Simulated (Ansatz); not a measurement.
Relaxation of a randomly generated symmetric cell of Zn (space group No. 26); 4 atoms in the cell, which starts as Pmc2₁ (No. 26), oP4; a = 2.4213 Å, b = 7.4397 Å, c = 3.9453 Å, α = β = γ = 90.00°. The numbers are results of r2SCAN (plane waves to 500 eV, PAW, scalar-relativistic; Ansatz, a quantum-chemistry and plane-wave program), not measurements. Γ-centred k-mesh 13×5×8 on the run's cell (coarser than for final values), Fermi–Dirac smearing 0.05 eV. This is the first round of the run. 

The optimiser's lines from the output (shortened; P is positive under compression):

```
relax step   1: F+E_penalty+E_count = -13295.27314618 eV  Δ(F+E_penalty+E_count) = +0.000e0 eV  max|allowed force component| = 8.208e0 eV/Å  Δτ_max = 0.0000 Å  P = +53.930 GPa  Ω = 71.069 Å³  (10 SCF iters, dr2 threshold 1.00e-7 eV, accepted)
relax step   2: F+E_penalty+E_count = -13298.90335925 eV  Δ(F+E_penalty+E_count) = -3.630e0 eV  max|allowed force component| = 3.605e0 eV/Å  Δτ_max = 0.1407 Å  P = +23.797 GPa  Ω = 77.713 Å³  (9 SCF iters, dr2 threshold 4.00e-7 eV, accepted)
relax step   3: F+E_penalty+E_count = -13300.25792338 eV  Δ(F+E_penalty+E_count) = -1.355e0 eV  max|allowed force component| = 1.649e0 eV/Å  Δτ_max = 0.0942 Å  P = +9.009 GPa  Ω = 86.506 Å³  (9 SCF iters, dr2 threshold 4.00e-7 eV, accepted)
relax step   4: F+E_penalty+E_count = -13300.76675639 eV  Δ(F+E_penalty+E_count) = -5.088e-1 eV  max|allowed force component| = 6.768e-1 eV/Å  Δτ_max = 0.1853 Å  P = +2.326 GPa  Ω = 89.716 Å³  (9 SCF iters, dr2 threshold 4.00e-7 eV, accepted)
relax step   5: F+E_penalty+E_count = -13300.93115107 eV  Δ(F+E_penalty+E_count) = -1.644e-1 eV  max|allowed force component| = 4.049e-1 eV/Å  Δτ_max = 0.2000 Å  P = +1.097 GPa  Ω = 84.781 Å³  (9 SCF iters, dr2 threshold 4.00e-7 eV, accepted)
relax step   6: F+E_penalty+E_count = -13301.06429300 eV  Δ(F+E_penalty+E_count) = -1.331e-1 eV  max|allowed force component| = 2.785e-1 eV/Å  Δτ_max = 0.1901 Å  P = +0.323 GPa  Ω = 79.840 Å³  (8 SCF iters, dr2 threshold 4.00e-7 eV, accepted)
relax step   7: F+E_penalty+E_count = -13301.18956416 eV  Δ(F+E_penalty+E_count) = -1.253e-1 eV  max|allowed force component| = 3.429e-1 eV/Å  Δτ_max = 0.1522 Å  P = +0.392 GPa  Ω = 75.279 Å³  (10 SCF iters, dr2 threshold 4.00e-7 eV, accepted)
relax step   8: F+E_penalty+E_count = -13301.34768446 eV  Δ(F+E_penalty+E_count) = -1.581e-1 eV  max|allowed force component| = 3.530e-1 eV/Å  Δτ_max = 0.1712 Å  P = +0.958 GPa  Ω = 70.482 Å³  (8 SCF iters, dr2 threshold 4.00e-7 eV, accepted)
relax step   9: F+E_penalty+E_count = -13301.50823971 eV  Δ(F+E_penalty+E_count) = -1.606e-1 eV  max|allowed force component| = 3.336e-1 eV/Å  Δτ_max = 0.1641 Å  P = +2.129 GPa  Ω = 66.102 Å³  (10 SCF iters, dr2 threshold 4.00e-7 eV, accepted)
relax step  10: F+E_penalty+E_count = -13301.68654828 eV  Δ(F+E_penalty+E_count) = -1.783e-1 eV  max|allowed force component| = 2.864e-1 eV/Å  Δτ_max = 0.1595 Å  P = +3.090 GPa  Ω = 63.112 Å³  (10 SCF iters, dr2 threshold 4.00e-7 eV, accepted)
relax step  11: F+E_penalty+E_count = -13301.85006494 eV  Δ(F+E_penalty+E_count) = -1.635e-1 eV  max|allowed force component| = 1.124e-1 eV/Å  Δτ_max = 0.0671 Å  P = +2.002 GPa  Ω = 62.696 Å³  (10 SCF iters, dr2 threshold 4.00e-7 eV, accepted)
relax step  12: F+E_penalty+E_count = -13302.02394770 eV  Δ(F+E_penalty+E_count) = -1.739e-1 eV  max|allowed force component| = 1.326e-1 eV/Å  Δτ_max = 0.0326 Å  P = +2.394 GPa  Ω = 62.031 Å³  (10 SCF iters, dr2 threshold 4.00e-7 eV, accepted)
relax step  13: F+E_penalty+E_count = -13302.13084175 eV  Δ(F+E_penalty+E_count) = -1.069e-1 eV  max|allowed force component| = 3.246e-2 eV/Å  Δτ_max = 0.0375 Å  P = +0.695 GPa  Ω = 63.724 Å³  (9 SCF iters, dr2 threshold 4.00e-7 eV, accepted)
relax step  14: F+E_penalty+E_count = -13302.12108709 eV  Δ(F+E_penalty+E_count) = +9.755e-3 eV  max|allowed force component| = 5.799e-2 eV/Å  Δτ_max = 0.0089 Å  P = +3.743 GPa  Ω = 63.448 Å³  (9 SCF iters, dr2 threshold 4.00e-7 eV, rejected (line search))
relax step  15: F+E_penalty+E_count = -13302.16528531 eV  Δ(F+E_penalty+E_count) = -3.444e-2 eV  max|allowed force component| = 4.421e-2 eV/Å  Δτ_max = 0.0018 Å  P = +0.454 GPa  Ω = 64.533 Å³  (14 SCF iters, accepted)
relax step  16: F+E_penalty+E_count = -13302.18594708 eV  Δ(F+E_penalty+E_count) = -2.066e-2 eV  max|allowed force component| = 3.539e-2 eV/Å  Δτ_max = 0.0026 Å  P = +0.355 GPa  Ω = 65.339 Å³  (6 SCF iters, dr2 threshold 4.00e-7 eV, accepted)
relax step  17: F+E_penalty+E_count = -13302.20700812 eV  Δ(F+E_penalty+E_count) = -2.106e-2 eV  max|allowed force component| = 4.154e-3 eV/Å  Δτ_max = 0.0048 Å  P = -0.124 GPa  Ω = 66.648 Å³  (7 SCF iters, dr2 threshold 4.00e-7 eV, accepted)
relax step  18: F+E_penalty+E_count = -13302.20564519 eV  Δ(F+E_penalty+E_count) = +1.363e-3 eV  max|allowed force component| = 9.689e-3 eV/Å  Δτ_max = 0.0011 Å  P = +0.213 GPa  Ω = 67.308 Å³  (7 SCF iters, dr2 threshold 4.00e-7 eV, rejected (line search))
relax step  19: F+E_penalty+E_count = -13302.21005512 eV  Δ(F+E_penalty+E_count) = -3.047e-3 eV  max|allowed force component| = 1.851e-3 eV/Å  Δτ_max = 0.0005 Å  P = +0.053 GPa  Ω = 66.922 Å³  (12 SCF iters, accepted)
relax step  20: F+E_penalty+E_count = -13302.21031885 eV  Δ(F+E_penalty+E_count) = -2.637e-4 eV  max|allowed force component| = 2.360e-4 eV/Å  Δτ_max = 0.0003 Å  P = -0.005 GPa  Ω = 67.227 Å³  (5 SCF iters, dr2 threshold 2.17e-7 eV, accepted)
relax step  21: F+E_penalty+E_count = -13302.21036848 eV  Δ(F+E_penalty+E_count) = -4.963e-5 eV  max|allowed force component| = 1.197e-5 eV/Å  Δτ_max = 0.0000 Å  P = -0.010 GPa  Ω = 67.169 Å³  (5 SCF iters, dr2 threshold 2.40e-8 eV, accepted)
relax step  22: F+E_penalty+E_count = -13302.21036989 eV  Δ(F+E_penalty+E_count) = -1.407e-6 eV  max|allowed force component| = 1.197e-5 eV/Å  Δτ_max = 0.0000 Å  P = +0.001 GPa  Ω = 67.183 Å³  (5 SCF iters, dr2 threshold 1.40e-8 eV, accepted)
relax step  23: F+E_penalty+E_count = -13302.22564395 eV  Δ(F+E_penalty+E_count) = -1.527e-2 eV  max|allowed force component| = 1.183e-5 eV/Å  Δτ_max = 0.0000 Å  P = +0.185 GPa  Ω = 67.183 Å³  stress off target by 5.52e-1 GPa  SCF on the basis re-selected at this cell (its energy is not comparable with the rows above)  (9 SCF iters)
relax step  24: F+E_penalty+E_count = -13302.22673794 eV  Δ(F+E_penalty+E_count) = -1.094e-3 eV  max|allowed force component| = 1.543e-4 eV/Å  Δτ_max = 0.0000 Å  P = +0.046 GPa  Ω = 67.700 Å³  (5 SCF iters, dr2 threshold 4.00e-7 eV, accepted)
relax step  25: F+E_penalty+E_count = -13302.22675127 eV  Δ(F+E_penalty+E_count) = -1.333e-5 eV  max|allowed force component| = 4.942e-5 eV/Å  Δτ_max = 0.0000 Å  P = +0.012 GPa  Ω = 67.892 Å³  (5 SCF iters, dr2 threshold 5.93e-8 eV, accepted)
relax step  26: F+E_penalty+E_count = -13302.22675617 eV  Δ(F+E_penalty+E_count) = -4.898e-6 eV  max|allowed force component| = 4.392e-6 eV/Å  Δτ_max = 0.0000 Å  P = -0.001 GPa  Ω = 67.889 Å³  (4 SCF iters, dr2 threshold 5.63e-9 eV, accepted)
relax step  27: F+E_penalty+E_count = -13302.22709384 eV  Δ(F+E_penalty+E_count) = -3.377e-4 eV  max|allowed force component| = 4.636e-6 eV/Å  Δτ_max = 0.0000 Å  P = +0.006 GPa  Ω = 67.889 Å³  stress off target by 1.94e-2 GPa  SCF on the basis re-selected at this cell (its energy is not comparable with the rows above)  (8 SCF iters)
```

From the first to the last row the energy changes by -1.74 eV/atom and the volume by -4.5 %. The last row is marked as not comparable with the walk above it, whose basis was carried along; it does compare with step 1, since both stand on a basis selected at the nominal cutoff for their own cell.

Steps 14, 18 were rejected by the optimiser.

Later rounds, restarted from the end of this one on a renewed k-mesh, logged 8 more steps and released under 0.01 eV/atom more. The final structure after all rounds: P6/mmm (No. 191), hP1; a = b = 2.526 Å, c = 3.059 Å, α = β = 90.00°, γ = 120.00°. Between re-selections the logged energies stand on a plane-wave basis carried along with the cell. No spin polarisation in the result.

The run could not lose the symmetry of its start, so the end can be a saddle point.

The relaxed structure here is a generated cell of Zn: the first start was made by a random draw of sites in a space group, and the end was not matched to a known phase here, so it may be hypothetical. Known forms of Zn include space group No. 194.
